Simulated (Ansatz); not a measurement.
LaCoO3:
```cif
data_CoLaO3
_chemical_formula_sum 'La1 Co1 O3'
_space_group_name_H-M_alt 'P 1'
_space_group_IT_number 1
_cell_length_a 3.77779
_cell_length_b 3.77779
_cell_length_c 3.77779
_cell_angle_alpha 90.000
_cell_angle_beta 90.000
_cell_angle_gamma 90.000
loop_
_space_group_symop_operation_xyz
  'x, y, z'
loop_
_atom_site_label
_atom_site_type_symbol
_atom_site_fract_x
_atom_site_fract_y
_atom_site_fract_z
_atom_site_occupancy
La1 La 0.00000 0.00000 0.00000 1
Co1 Co 0.50000 0.50000 0.50000 1
O1 O 0.50000 0.50000 0.00000 1
O2 O 0.00000 0.50000 0.50000 1
O3 O 0.50000 0.00000 0.50000 1
```
The run is spin-polarised; directions of the spins, atom by atom: 0 ↑ 0 0 0.

Relaxed with PBEsol.

Q: Tabulate the valence density and the electron localisation function along the shortest Co–O contact (1.89 Å), PBEsol (plane waves, PAW; program Ansatz).

A: 

| distance from Co (Å) | density (e/Å³) | ELF |
|---|---|---|
| 0.19 | 39.78 | 0.97 |
| 0.28 | 26.08 | 0.94 |
| 0.38 | 14.86 | 0.83 |
| 0.47 | 7.78 | 0.63 |
| 0.57 | 3.93 | 0.38 |
| 0.66 | 2.06 | 0.20 |
| 0.76 | 1.19 | 0.12 |
| 0.85 | 0.83 | 0.10 |
| 0.94 | 0.74 | 0.20 |
| 1.04 | 0.84 | 0.40 |
| 1.13 | 1.08 | 0.64 |
| 1.23 | 1.53 | 0.77 |
| 1.32 | 2.25 | 0.78 |
| 1.42 | 3.28 | 0.75 |
| 1.51 | 4.46 | 0.67 |
| 1.61 | 5.64 | 0.54 |
| 1.70 | 6.65 | 0.39 |

The density is the valence pseudo-density with augmentation charge, so density and ELF within about 1 Å of a nucleus are not all-electron values.

Space group Pm-3m (cubic perovskite). The workflow started from an entry of the Crystallography Open Database (COD), which files this formula under 3 space groups. Its standing as an ambient phase is unchecked. The PBEsol relaxation kept the symmetry of its start; its stability against distortions is not shown here. Magnetic state: ferromagnetic, the only order run, not a proven ground state. The cell computed holds one magnetic atom, so no antiferromagnetic order was within reach. No Hubbard U is applied. Scalar-relativistic: spin–orbit coupling is off unless named, which matters more the heavier the elements.

Potentials: the later of the program's two PAW sets.
